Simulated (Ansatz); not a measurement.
## Elastic constants of ScAl2: input and output

All numbers below come from DFT LDA, scalar-relativistic, plane waves, PAW (Ansatz).

Launched with:
```bash
ansatz run input.yaml --threads 2 --pin off --max-ram 6144MiB --backend cpu --events-out ev --progress --plain --runs-dir out
```

Input (bare energies are in eV):
```yaml
crystal:
  lattice:
    - [0.0, 3.7270540844, 3.7270540844]
    - [3.7270540844, 0.0, 3.7270540844]
    - [3.7270540844, 3.7270540844, 0.0]
  atoms:
    - { symbol: Sc, position: [0.5, 0.5, 0.5] }
    - { symbol: Sc, position: [0.75, 0.75, 0.75] }
    - { symbol: Al, position: [0.125, 0.125, 0.125] }
    - { symbol: Al, position: [0.625, 0.125, 0.125] }
    - { symbol: Al, position: [0.125, 0.625, 0.125] }
    - { symbol: Al, position: [0.125, 0.125, 0.625] }
basis:
  ecutwfc: 420
kpoints:
  mp_grid: { grid: [8, 8, 8] }
hamiltonian:
  xc: lda
scf:
  occupations: { method: fermi_dirac, width: 0.15 }
output:
  forces: true
  stress: true
  eigenvalues: true
elastic:
  mode: clamped_ion
  amplitude: 0.005
  stencil: two_point
```

From the output:
```
--- Elastic constants: 2 strain directions × 2 members + reference (group order 48) ---
  dense FFT box of the reference and of every strained cell: 36×36×36
  strains applied: 11, 23; error gains: componentwise 1.00 (the most a stress slope's error grows in a printed constant), spectral 1.73 (1 for all six strains in a standard setting)
  C = ∂σ_k/∂η_j (tension-positive GPa; Voigt order 11 22 33 23 13 12):
       206.325     42.140     42.140     -0.000      0.000      0.000
        42.140    206.325     42.140      0.000     -0.000      0.000
        42.140     42.140    206.325      0.000     -0.000      0.000
         0.000     -0.000      0.000     74.009      0.000     -0.000
         0.000     -0.000      0.000     -0.000     74.009     -0.000
         0.000     -0.000      0.000     -0.000      0.000     74.009
  reference stress σ⁰ (GPa):     -0.000     -0.000     -0.000     -0.000     -0.000     -0.000
  C* (energy form; C + prestress term) asymmetry max|C*_kj − C*_jk| = 7.105e-15 GPa — a small one proves nothing (zero by symmetry where the batch's group is 432, −43m or m−3m); a large one is finite-difference/SCF noise where every solve ...
  moduli (Voigt/Reuss/Hill, GPa): K = 96.87/96.87/96.87   G = 77.24/77.04/77.14   E = 182.88   ν = 0.185
  mechanically stable: yes (min eigenvalue of sym C = 74.01 GPa)
  strain η (Voigt 11):  stress-route row diagonal C_11 = 206.33 GPa, energy-path curvature d²(F+E_count+ΔE)/dδ²/Ω₀ = 206.31 GPa
         δ    σ_11 (GPa) F (eV) n_scf n_hpsi n_pw
    -5.000e-3      -1.0512       -6232.6922347       8   25283   2044
     5.000e-3       1.0120       -6232.6922845       6   20225   2085
  strain η (Voigt 23):  stress-route row diagonal C_44 = 74.01 GPa, energy-path curvature d²(F+E_count+ΔE)/dδ²/Ω₀ = 74.01 GPa
         δ    σ_23 (GPa) F (eV) n_scf n_hpsi n_pw
    -5.000e-3      -0.3700       -6232.6933331       7   39973   2045
     5.000e-3       0.3701       -6232.6933331       6   33676   2045
```

The run took 26 s on 2 threads of Oxide Virtual Turin-like Processor (Zen 5), with other jobs on the host, peak memory 0.57 GiB.

In a metal, frequencies and elastic constants depend on the k mesh and the smearing, soft modes and shear constants most.

Clamped-ion constants are upper bounds: once the atoms relax, a strain can turn out softer or unstable.